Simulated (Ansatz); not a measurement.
# Property card for Ga$_{2}$O$_{3}$

Ga2O3:
```xyz
10
Lattice="1.3867 -4.6200 0.0000 1.3867 4.6200 0.0000 0.0000 0.0000 7.1967" Properties=species:S:1:pos:R:3 pbc="T T T"
Ga     1.3867     2.3378     1.7992
Ga     1.3867    -2.3378     5.3975
Ga     0.0000     0.0000     3.5983
Ga     0.0000     0.0000     0.0000
O      1.3867     1.2637     6.6492
O      1.3867    -1.2637     0.5475
O      1.3867    -1.2637     3.0508
O      1.3867     1.2637     4.1458
O      1.3867     3.6335     5.3975
O      1.3867    -3.6335     1.7992
```

Space group Cmcm (No. 63); conventional cell a = 2.773 Å, b = 9.240 Å, c = 7.197 Å, α = 90.00°, β = 90.00°, γ = 90.00°.

Method: plane-wave PAW r²SCAN (Ansatz code). The cell and atoms are relaxed at this level. Other levels are named where they apply.

Cell and energy:

* **Volume per atom**: 9.22 Å³
* **Density**: 6.75 g/cm³
* **Formation energy from the elements (no fitted shifts)**: -1.78 eV/atom

Electronic structure:

* **Band gap**: 2.31 eV (smallest direct gap 2.34 eV)
* **Valence-band maximum**: on the Σ0–Γ line, 82 % of the way from Σ0 (k = -0.052, -0.047, 0.000 in fractions of the reciprocal vectors)
* **Conduction-band minimum**: at Γ
* **Electron effective mass**: 0.21, 0.23, 0.23 mₑ (principal values)
* **Electron effective mass with spin–orbit coupling**: 0.21, 0.23, 0.23 mₑ (principal values)
* **Hole effective mass**: 0.50, 2.8, 5.6 mₑ (principal values)
* **Hole effective mass with spin–orbit coupling**: 0.50, 2.8, 5.5 mₑ (principal values)
* **HSE06 gap on the r²SCAN cell**: 3.35 eV
* **Gap with spin–orbit coupling**: 2.31 eV

Mechanics:

Bulk modulus (Birch–Murnaghan fit): 1790 kbar
Pressure derivative B′: 7.2
Elastic constants (relaxed ions, GPa): C11 = 554, C22 = 411, C33 = 233, C12 = 94.4, C13 = 121, C23 = 113, C44 = 39.2, C55 = -252, C66 = -598
Mechanical stability: unstable (C has a negative eigenvalue)

Dielectric response:

- Electronic dielectric constant ε∞ (DFPT): 4.65 (xx), 4.41 (yy), 4.44 (zz)
- Born charges (a third of the trace): Ga +3.34 to +3.54, O -2.33 to -2.22 e

Phonons:

- Highest zone-centre frequency (without LO–TO term): 667 cm^-1
- Zone-centre stability: unstable, softest mode 67i cm⁻¹

Charges:

- Bader charges: Ga +2.00, O -1.35 to -1.31 e

The first step of the workflow began from a Materials Project structure, measured or hypothetical; the Crystallography Open Database copy checked does not list it. It is not the phase usual at ambient conditions (space group No. 12, 167). The r²SCAN relaxation kept the symmetry of its start. The references are the lowest solids computed at this level, not always the standard phases (solids in place of the gases). Spin–orbit coupling is left out wherever it is not named.

Potentials: the later of the program's two PAW sets.
